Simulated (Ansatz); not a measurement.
Polymorphs of Ga, each relaxed with plane-wave PAW LDA (Ansatz code):

A: α-Ga (Cmce)
a = 4.423 Å, b = 7.493 Å, c = 4.434 Å, α = 90.00°, β = 90.00°, γ = 90.00°

```tsv
atom	site	symmetry	x	y	z
Ga	8f	m..	0.0000	0.3441	0.4153
```

B: Cmcm
a = 7.5377 Å, b = 4.5119 Å, c = 4.5029 Å, α = 90.00°, β = 90.00°, γ = 90.00°

```tsv
atom	site	symmetry	x	y	z
Ga	8g	..m	0.1626	0.1713	0.2500
```

C: P2_1/m
a = 2.701 Å, b = 3.259 Å, c = 4.152 Å, α = 90.00°, β = 108.85°, γ = 90.00°

```
atom  site  symmetry       x       y       z
----  ----  --------  ------  ------  ------
Ga      2e         m  0.8618  0.2500  0.2328
```

Q: Order them by energy per atom at 0 K (lowest first) at the level LDA.

A: A (+0 meV/atom), B (+18 meV/atom), C (+23 meV/atom)

Not the usual ambient phase: B; C. All cells were relaxed under the symmetry of their starts (and spin orders); stability against distortions was not tested throughout. Spin–orbit coupling is left out wherever it is not named.

Energies hold the estimated change up to a 700 eV cutoff; steps of a few meV lie near the error of the meshes.

Potentials: the later of the program's two PAW sets.
